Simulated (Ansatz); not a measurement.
The calculation used DFT PBE, scalar-relativistic, plane waves, PAW (Ansatz 0.2.0). Settings: cutoff 420 eV, Γ-centred meshes spaced at most about 0.3 Å⁻¹, and about 0.25 Å⁻¹ or finer for metals (2π included), Gaussian smearing. No spin polarisation in the final relaxations.

All energies are static (0 K, no zero-point motion).

Two forms of In5Sb were relaxed alike.

A.

```xyz
6
Lattice="6.0961 0.0000 0.0000 -3.0481 5.2794 0.0000 0.0000 0.0000 5.6196" Properties=species:S:1:pos:R:3 pbc="T T T"
In    0.0000    3.5196    0.0000
In    3.0481    1.7598    0.0000
In    3.0481    0.0000    2.8098
In    1.5240    2.6397    2.8098
In   -1.5240    2.6397    2.8098
Sb    0.0000    0.0000    0.0000
```

B.

```xyz
6
Lattice="5.8904 0.0000 0.0000 -2.9452 5.1012 0.0000 0.0000 0.0000 5.5568" Properties=species:S:1:pos:R:3 pbc="T T T"
In   -1.9691    3.4105    2.7784
In    3.9381    0.0000    2.7784
In    0.9761    1.6907    2.7784
In    2.9452    1.7004    0.0000
In    0.0000    3.4008    0.0000
Sb    0.0000    0.0000    0.0000
```

Task: Which form is favoured at zero pressure, and by what margin per atom?

Result: B is lower, by 171 meV/atom. A has the CaCu5 type, space group P6/mmm (No. 191), 30.1 Å³/atom and no gap on its mesh; B has In and Sb ordered on hcp sites, space group P-62m (No. 189), 27.8 Å³/atom and no gap. Counting In atoms around Sb (those within 1.25 times the shortest such distance or 1.15 times the sum of covalent radii; a plus sign parts nearer from farther groups; the shortest distance is added where it is long for a bond), A has Sb 6+12 from 3.5 Å and B has Sb 12 from 3.4 Å. The denser one is the lower, and pressure would at first widen the difference. In A, In on a site of symmetry -6m2 is surrounded by 6 In at 3.32 Å, 3 In at 3.52 Å and 3 Sb at 3.52 Å; In on a site of symmetry mmm is surrounded by 4 In at 3.05 Å and 4 In at 3.32 Å; Sb has 6 In at 3.52 Å and 12 In at 4.15 Å. In B, In on a site of symmetry m2m is surrounded by 10 In at 3.38–3.41 Å and 2 Sb at 3.40 Å; around In on a site of symmetry -6 lie 3 Sb at 3.40 Å and 9 In at 3.40–3.41 Å; around Sb lie 12 In at 3.40 Å. Both come from invented guesses.

Spin–orbit coupling, which can matter for Sb, is left out. Cells relaxed within their symmetry can be saddle points.
